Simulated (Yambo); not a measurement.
**Optical response of KScS$_{2}$O$_{8}$**

```
KScS2O8
1.0
    4.27050    -2.68449     0.00000
    4.27050     2.68449     0.00000
   -0.66372     0.00000     8.15583
O S K Sc
8 2 1 1
Cartesian
  2.43481   0.00000   2.98666
  5.44248   0.00000   5.16916
  3.88988   1.21317   1.47082
  3.98740  -1.21317   6.68501
  3.98740   1.21317   6.68501
  3.88988  -1.21317   1.47082
  2.00539   0.00000   0.56194
  5.87189   0.00000   7.59389
  3.02126   0.00000   1.65139
  4.85603   0.00000   6.50444
 -0.33186   0.00000   4.07791
  0.00000   0.00000   0.00000
```

Yambo, RPA with local fields on PBEsol bands shifted by a G0W0 scissor of 3.75 eV; 4×4×2 mesh, 149 bands, 3 Ry local-field block, 0.2 eV broadening; field along x.

| E (eV) | Im ε | Re ε | Im ε, independent particles |
|---|---|---|---|
| 0.0 | 0.00 | 2.17 | 0.00 |
| 0.4 | 0.00 | 2.17 | 0.00 |
| 0.8 | 0.00 | 2.17 | 0.00 |
| 1.1 | 0.00 | 2.18 | 0.00 |
| 1.5 | 0.00 | 2.18 | 0.00 |
| 1.9 | 0.00 | 2.19 | 0.01 |
| 2.2 | 0.01 | 2.20 | 0.01 |
| 2.6 | 0.01 | 2.21 | 0.01 |
| 3.0 | 0.01 | 2.23 | 0.01 |
| 3.4 | 0.01 | 2.24 | 0.01 |
| 3.8 | 0.01 | 2.26 | 0.01 |
| 4.1 | 0.01 | 2.29 | 0.02 |
| 4.5 | 0.02 | 2.32 | 0.02 |
| 4.9 | 0.02 | 2.35 | 0.02 |
| 5.2 | 0.02 | 2.39 | 0.02 |
| 5.6 | 0.03 | 2.43 | 0.03 |
| 6.0 | 0.03 | 2.48 | 0.04 |
| 6.4 | 0.04 | 2.55 | 0.04 |
| 6.8 | 0.05 | 2.63 | 0.06 |
| 7.1 | 0.07 | 2.74 | 0.08 |
| 7.5 | 0.10 | 2.90 | 0.12 |
| 7.9 | 0.18 | 3.14 | 0.20 |
| 8.2 | 0.45 | 3.56 | 0.54 |
| 8.6 | 1.48 | 3.79 | 1.76 |
| 9.0 | 2.22 | 2.42 | 2.13 |
| 9.4 | 1.32 | 1.56 | 0.98 |
| 9.8 | 0.53 | 2.18 | 0.51 |
| 10.1 | 0.77 | 2.80 | 0.88 |
| 10.5 | 1.58 | 2.60 | 1.69 |
| 10.9 | 1.22 | 2.03 | 1.12 |
| 11.2 | 0.88 | 2.27 | 0.76 |
| 11.6 | 1.05 | 2.67 | 1.01 |
| 12.0 | 1.73 | 2.69 | 1.77 |
| 12.4 | 2.00 | 2.18 | 2.32 |
| 12.8 | 1.80 | 1.54 | 2.52 |
| 13.1 | 1.30 | 1.62 | 2.35 |
| 13.5 | 1.41 | 1.75 | 2.54 |
| 13.9 | 1.31 | 1.74 | 2.04 |
| 14.2 | 1.49 | 1.75 | 2.00 |
| 14.6 | 1.39 | 1.49 | 1.79 |
| 15.0 | 1.20 | 1.65 | 1.70 |
| 15.4 | 1.23 | 1.78 | 1.88 |
| 15.8 | 1.51 | 2.01 | 2.23 |
| 16.1 | 2.08 | 1.61 | 2.54 |
| 16.5 | 1.96 | 0.88 | 1.87 |
| 16.9 | 1.38 | 0.85 | 1.21 |
| 17.2 | 1.20 | 0.95 | 1.10 |
| 17.6 | 1.12 | 1.01 | 1.15 |
| 18.0 | 1.00 | 1.08 | 1.19 |
| 18.4 | 1.01 | 1.28 | 1.36 |
| 18.8 | 1.15 | 1.26 | 1.75 |
| 19.1 | 1.20 | 1.28 | 2.09 |
| 19.5 | 1.24 | 1.12 | 1.78 |
| 19.9 | 1.16 | 1.08 | 1.66 |

Structure narrower than a few tenths of an eV can come from the finite k mesh. Convergence of the RPA response with its 4×4×2 mesh was not tested. The scissor comes from a G0W0 run whose convergence isn't established. No excitonic effects at this level.

Geometry of the Materials Project entry, not relaxed at this level.

The structure is a Materials Project entry; no match was found in the copy of COD used, and its stability was not checked.
